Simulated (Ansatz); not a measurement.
**Computed energy against volume: SnS2 (CdI2 type)**

SnS2 (CdI2 type)

```xyz
3
Lattice="3.6695 0.0000 0.0000 -1.8347 3.1778 0.0000 0.0000 0.0000 5.8076" Properties=species:S:1:pos:R:3 pbc="T T T"
Sn     0.0000     0.0000     0.0000
S      0.0000     2.1186     1.4783
S      1.8347     1.0593     4.3293
```

E(V) scan at fixed shape, V₀ the volume above. The atoms relax within the cell's symmetry.

These are PBE-D3(BJ) (plane waves to 420 eV, PAW, scalar-relativistic; Ansatz, a program for electronic structure) values and carry that method's errors. k mesh 10×10×6 (Γ-centred), Fermi-Dirac smearing 0.05 eV. The energy includes the smearing's −TS. Stress and pressure are positive under compression. With the shape held, the modulus is that of even scaling; a crystal free to change shape is softer. SnS2 was relaxed with its symmetry unable to fall. The PAW data are Ansatz's earlier set. The zero of ΔE is the relaxed starting cell.

| V (Å³/cell) | ΔE (meV/atom) | P (GPa) |
|---|---|---|
| 63.66 | 12.7 | 3.18 |
| 64.67 | 6.9 | 2.28 |
| 65.69 | 3.0 | 1.49 |
| 66.71 | 0.7 | 0.70 |
| 67.72 | 0.0 | 0.00 |
| 68.74 | 0.7 | -0.63 |
| 69.75 | 2.7 | -1.19 |
| 70.77 | 5.8 | -1.76 |
| 71.79 | 10.1 | -2.25 |

Derived quantities:

- Pressure at the smallest volume = 3.18 GPa
- Energy cost of the largest compression = 12.7 meV/atom
- Energy cost of the largest expansion = 10.1 meV/atom
- Bulk modulus at fixed cell shape B₀ (third-order Birch-Murnaghan fit) = 44.5 GPa
- Pressure derivative B₀′ (fit) = 4.8
- Equilibrium volume of the fit = 22.57 Å³/atom
- Pressure for 5 % compression (fit) = 2.6 GPa

(A scan under strain: stresses follow from slopes of the energy per volume, elastic moduli from its curvatures.)
